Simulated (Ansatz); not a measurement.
MnO (rock salt)

```xyz
2
Lattice="0.0000 2.1676 2.1676 2.1676 0.0000 2.1676 2.1676 2.1676 0.0000" Properties=species:S:1:pos:R:3 pbc="T T T"
O      0.0000     0.0000     0.0000
Mn     2.1676     2.1676     2.1676
```

The slice is a {111} plane (indices of the conventional cell) through the point (0.500, 0.500, 0.500) (fractional), spanned by u = [100] and v = [-1 2 0] in vectors of this cell: u (3.07 Å) and v (5.31 Å, at 90° to u). It covers one period; positions are fractions (u, v).

Computed with PBEsol (plane waves to 420 eV, PAW, scalar-relativistic; Ansatz, a quantum-chemistry and plane-wave program). k mesh 18×18×18. Inside the PAW spheres the values are not all-electron values, and peaks at nuclei hang on which shells count as valence. MnO is run spin-polarised and with no Hubbard U; the real compound is an antiferromagnetic insulator, a state that this run doesn't describe. MnO was relaxed with its symmetry unable to fall. Relaxed MnO ends ferromagnetic. The magnetic order is the one the run started from; other orders were not tried.

### Question
Predict the map of the ELF of the up spins on the slice.

### Answer
```
|xx95200000259x|
|99741000001479|
|65420000000245|
|32100000000012|
|00000000000000|
|00000000000000|
|00000000000000|
|00000123210000|
|00002456542000|
|00014799974100|
|000259xxx95200|
|000369xxx96300|
|000259xxx95200|
|00014799974100|
|00002456542000|
|00000123210000|
|00000000000000|
|00000000000000|
|00000000000000|
|32100000000012|
|65420000000245|
|99741000001479|
|xx95200000259x|
|xx96300000369x|
```
Scale: ten equal steps from 0.09 (start of '0') to 0.62 (end of '9'), in the order '0123456789'. Values: ELF of the up spins. The map has 14 points along u (one character each, u = 0 at the left) and 24 along v (v = 0 in the bottom row). Points within 0.4 Å of a nucleus are blanked (x), as the pseudised field means little there.
